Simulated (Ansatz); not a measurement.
## CsPbCl3: axial (c/a) deformation path

Level of theory: Ansatz, DFT PBEsol, scalar-relativistic, plane waves, PAW. The runs took a 420 eV cutoff, a Γ-centred 6×6×6 mesh and Gaussian smearing (0.05 eV). Spin–orbit coupling is left out, which matters for the heavy elements here. No spin polarisation. Energies are free energies at this smearing, counted from the undisturbed cell; pressure is positive in compression.

Reference structure (relaxed at this level; it needn't be the usual structure):

```
CELL_PARAMETERS angstrom
3.97321 2.29393 3.24380
-3.97321 2.29393 3.24380
0.00000 -4.58786 3.24380
ATOMIC_POSITIONS crystal
Cs 0.50000 0.50000 0.50000
Pb 0.00000 0.00000 0.00000
Cl 0.50000 0.00017 0.99983
Cl 0.00017 0.99983 0.50000
Cl 0.99983 0.50000 0.00017
```

At fixed volume and fractional coordinates, lengths along (0.000, 0.000, 1.000) are scaled against those across it; ρ is that ratio over its starting value.

```csv
ρ,ΔE (meV/atom),pressure (GPa),gap on the mesh (eV)
0.850,19.8,-0.2,1.44
0.920,?,0.0,1.62
0.960,1.2,0.0,1.72
1.000,0.0,0.0,1.83
1.050,?,0.0,1.78
1.100,6.3,-0.1,1.74
1.200,23.7,-0.2,1.72
```

Question: Give the withheld values.

Answer: ΔE (meV/atom) at ρ = 0.920: 5.0; ΔE (meV/atom) at ρ = 1.050: 1.6.

Symmetry holds off the tilts and polar distortions that many cubic perovskites undergo.

Cost: 7 runs of about 3.2 core-minutes in all, on Intel Xeon Processor @ 2.50GHz (Skylake/Cascade Lake) (shared hosts).